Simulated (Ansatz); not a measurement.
BN:
```xyz
8
Lattice="4.4027 0.0000 0.0000 0.0000 4.4027 0.0000 0.0000 0.0000 2.5389" Properties=species:S:1:pos:R:3 pbc="T T T"
B      0.7669     0.7669     0.0000
B      3.6359     3.6359     0.0000
N      3.5762     0.8265     0.0000
N      0.8265     3.5762     0.0000
N      3.0279     3.0279     1.2694
N      1.3749     1.3749     1.2694
B      1.4345     2.9682     1.2694
B      2.9682     1.4345     1.2694
```

Relaxed with r²SCAN. Special points in fractions of this cell's reciprocal vectors: Γ (0.000, 0.000, 0.000); X (0.000, 0.500, 0.000); M (0.500, 0.500, 0.000); Z (0.000, 0.000, 0.500); R (0.000, 0.500, 0.500); A (0.500, 0.500, 0.500).

**Question.** List the band energies nearest the valence-band maximum at these points for r²SCAN in the plane-wave PAW code Ansatz.

**Answer.** In eV from the valence-band maximum; about four levels below and three above (degenerate sets whole), none deeper than 8.9 eV; points with the same levels are listed once.

```csv
k,below,above
Γ,-0.50 -0.27 -0.04 -0.04,7.69 8.24 9.22 9.22
X,-1.54 -1.54 -1.35 -1.35,8.66 8.66 9.13 9.13
M,-2.80 -2.80 -2.63 -2.63,8.20 8.20 9.00 9.00
Z,-4.39 -4.39 -3.59 -3.59,7.11 7.11 11.08 11.08
R,-3.79 -3.79 -2.35 -2.35,7.46 7.46 9.57 9.57
A,-3.18 -3.18 -2.64 -2.64,6.85 6.85 7.61 7.61
```

Space group P4_2/mnm. The start of the workflow was typed in or built on a structure type; the Crystallography Open Database copy checked does not list it. It is not the phase usual at ambient conditions (space group No. 186, 194, 216). The r²SCAN relaxation kept the symmetry of its start; whether a distortion lowers the energy is not shown.

Potentials: the later of the program's two PAW sets.
